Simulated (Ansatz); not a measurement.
Relaxed-ion elastic tensor of Sc (fcc (Cu type), Fm-3m) in GPa (Voigt order), r²SCAN+D4 in the plane-wave PAW code Ansatz; density 3.00 g/cm³, 24.86 Å³ per atom.

|  | 1 | 2 | 3 | 4 | 5 | 6 |
|---|---|---|---|---|---|---|
| 1 | 62.7 | 49.1 | 49.1 | 0.0 | 0.0 | 0.0 |
| 2 | 49.1 | 62.7 | 49.1 | 0.0 | 0.0 | 0.0 |
| 3 | 49.1 | 49.1 | 62.7 | 0.0 | 0.0 | 0.0 |
| 4 | 0.0 | 0.0 | 0.0 | 36.1 | 0.0 | 0.0 |
| 5 | 0.0 | 0.0 | 0.0 | 0.0 | 36.1 | 0.0 |
| 6 | 0.0 | 0.0 | 0.0 | 0.0 | 0.0 | 36.1 |

### Question
Is the crystal mechanically stable?

### Answer
Yes: the smallest eigenvalue of C is 13.6 GPa.

### Question
Work out the Voigt, Reuss and Hill averages.

### Answer
K_V = 53.6, K_R = 53.6, K_H = 53.6; G_V = 24.4, G_R = 13.3, G_H = 18.8 GPa.

### Question
Give Young's modulus, Poisson's ratio, Pugh's ratio and the universal anisotropy index.

### Answer
E = 9KG/(3K + G) = 50.6 GPa; ν = 0.34; K/G = 2.85 (ductile by the Pugh limit of 1.75); A_U = 5G_V/G_R + K_V/K_R − 6 = 4.19.

### Question
Estimate the sound speeds and the Debye temperature.

### Answer
v_l = √((K + 4G/3)/ρ) = 5120 m/s, v_t = √(G/ρ) = 2500 m/s, mean 2810 m/s; Θ = (h/k)(3n/4πV)^(1/3) v_m = 287 K.

### Question
Give the Zener ratio and Young's modulus along [100], [110] and [111].

### Answer
A = 2C44/(C11 − C12) = 5.30; 1/E = S11 − 2(S11 − S12 − S44/2)Γ with Γ = 0, 1/4, 1/3 gives 19.6, 47.1, 88.5 GPa.

### Question
Solve the Christoffel equation for the three sound speeds along [100], [110], [111].

### Answer
Eigenvalues of C_ijkl n_j n_l equal ρv². In km/s, slowest first: [100] 3.47, 3.47, 4.57; [110] 1.51, 3.47, 5.54; [111] 2.35, 2.35, 5.82.

The workflow started from an entry of the Crystallography Open Database (COD), which files this formula under 2 space groups. It is not the phase usual at ambient conditions (space group No. 194). The r²SCAN+D4 relaxation kept the symmetry of its start; whether a distortion lowers the energy is not shown. The run is not spin-polarised. The pairwise dispersion correction was not fitted to metals. As this level gives no gap, shear constants depend on the k-mesh and smearing (Fermi–Dirac, 0.1 eV here).

Potentials: the later of the program's two PAW sets.
